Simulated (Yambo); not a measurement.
```
CELL_PARAMETERS angstrom
      2.78347     1.60704     4.83540
     -2.78347     1.60704     4.83540
      0.00000    -3.21407     4.83540
ATOMIC_POSITIONS crystal
  O  0.68868 0.90602 0.25466
  O  0.25466 0.68868 0.90602
  O  0.90602 0.25466 0.68868
  F  0.35979 0.12880 0.82407
  F  0.82407 0.35979 0.12880
  F  0.12880 0.82407 0.35979
  Na 0.22602 0.22602 0.22602
  Na 0.50992 0.50992 0.50992
  Na 0.72763 0.72763 0.72763
  Mo 0.00022 0.00022 0.00022
```

Response from Yambo on norm-conserving PBEsol (Quantum ESPRESSO, 88 Ry, no spin-orbit coupling) bands: 4×4×4 mesh, 115 bands, 3 Ry local-field block, 0.2 eV broadening.

Give the static electronic dielectric constant without and with local fields along each axis.


```json
[
 {"field along": "x", "ε(0), independent particles": "3.56", "ε(0), RPA with local fields": "2.55", "refractive index √ε": "1.60"},
 {"field along": "z", "ε(0), independent particles": "2.74", "ε(0), RPA with local fields": "2.27", "refractive index √ε": "1.51"}
]
```
Electronic (clamped-ion) response only. PBEsol gaps are usually too small, which raises these values. Convergence of the RPA response with its 4×4×4 mesh was not tested. x, y and z are Cartesian axes of the cell as given.

Geometry of the Materials Project entry, not relaxed at this level.
